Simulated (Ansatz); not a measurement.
AlP:
```
AlP
1.0
    3.82091     0.00000     0.00000
   -1.91045     3.30900     0.00000
    0.00000     0.00000     8.63292
Al P
3 3
Cartesian
 -0.95489   1.65391   5.75528
  0.95557   1.65509   0.00000
  1.90977   0.00000   2.87764
 -0.95501   1.65412   1.43882
  0.95544   1.65488   4.31646
  1.91002   0.00000   7.19410
```

Cartesian axes are those of the cell as given.

Task: Give the proper piezoelectric stress tensor with relaxed ions from PBEsol in the plane-wave PAW code Ansatz.

Result: In C/m², rows x, y, z, Voigt columns; mesh uncertainty up to 0.00.
```
 0.00   0.00   0.00  -0.10   0.00   0.00
 0.00   0.00   0.00   0.00   0.10   0.00
 0.00   0.00   0.00   0.00   0.00   0.00
```

The elastic tensor of the same run (GPa):

```
 157  55.6  66.2   0.0   0.0   0.0
55.6   157  66.2   0.0   0.0   0.0
66.2  66.2   182   0.0   0.0   0.0
 0.0   0.0   0.0  50.0   0.0   0.0
 0.0   0.0   0.0   0.0  50.0   0.0
 0.0   0.0   0.0   0.0   0.0  50.8
```

Task: Convert to strain constants d = e·S.

Result: In pC/N:
```
 0.0   0.0   0.0  -2.1   0.0   0.0
 0.0   0.0   0.0   0.0   2.1   0.0
 0.0   0.0   0.0   0.0   0.0   0.0
```

Space group P6_422. The start of the workflow was typed in or built on a structure type; neither database checked (COD, Materials Project) lists it. It is not the phase usual at ambient conditions (space group No. 216). The cell was relaxed with PBEsol under the symmetry of its start; whether a distortion lowers the energy is not shown. Signs of piezoelectric constants follow the polarity of the cell as given.

Potentials: the earlier of the program's two PAW sets. The files were generated under PBE; for other functionals the program regenerates the frozen cores, and for LDA and PBEsol the local potential too.
